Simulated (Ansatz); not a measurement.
**La2In8Rh: ¹¹⁵In nuclear quadrupole resonance**

Cell: a refined structure from the COD, its atoms then relaxed with PBE in this cell.

Space group P4/mmm (No. 123); a = 4.6980, c = 12.3440 Å.

| site | Wyckoff | site symmetry | x | y | z |
| --- | --- | --- | --- | --- | --- |
| La | 2g | 4mm | 0.0000 | 0.0000 | 0.3065 |
| In3 | 2e | mmm. | 0.5000 | 0.0000 | 0.5000 |
| In5 | 4i | 2mm. | 0.5000 | 0.0000 | 0.1195 |
| In9 | 2h | 4mm | 0.5000 | 0.5000 | 0.3079 |
| Rh | 1a | 4/mmm | 0.0000 | 0.0000 | 0.0000 |

One atom of each set is listed.

The numbers come from a DFT calculation in Ansatz (PBE, plane waves and PAW, scalar-relativistic, 420 eV cutoff, Γ-centred 7×7×3 k-points, Fermi–Dirac smearing 0.05 eV).

¹¹⁵In: I = 9/2, Q = 772.0 mb (year-2017 value). Static lattice, zero field.

Sites with a gradient: In3 (2 atoms; 8 In at 3.32–3.34 Å, 4 La at 3.35 Å); In5 (4 atoms; 2 Rh at 2.77 Å, 7 In at 2.95–3.32 Å, 2 La at 3.29 Å); In9 (2 atoms; 8 In at 3.31–3.34 Å, 4 La at 3.32 Å).

(1) The simulated spectrum has lines at 7.01, 9.82, 14.0, 17.9, 21.0, 27.1, 28.0, 28.9, 29.7, 36.2, 46.8, 58.5, 63.3 MHz. Sort them into the sets that belong together, and say which site each set most likely comes from.

Answers

(1) For I = 9/2 and η = 0 the lines are |C_Q|/24 times 1, 2, 3 and 4; η shifts the lowest up most. At large η the states mix, and weaker lines appear at sums of the main ones; lines under 5 % of the strongest are left out. In3: 9.82, 17.9, 27.1, 36.2 MHz (|C_Q| = 217 MHz, η = 0.10). In5: 28.9, 29.7, 46.8, 58.5, 63.3 MHz (|C_Q| = 384 MHz, η = 0.37). In9: 7.01, 14.0, 21.0, 28.0 MHz (|C_Q| = 168 MHz, η = 0.00).

The sites follow from the calculation. An axis of threefold or higher order runs through In9, so V_zz lies along it and η is zero.

With no gap above 0.1 eV, as in a metal, the gradients converge slowly in k; expect changes of a tenth or more on a denser mesh. Without spin–orbit coupling (the program notes it for In, La and Rh) the gradients can shift somewhat, as the gap is small.
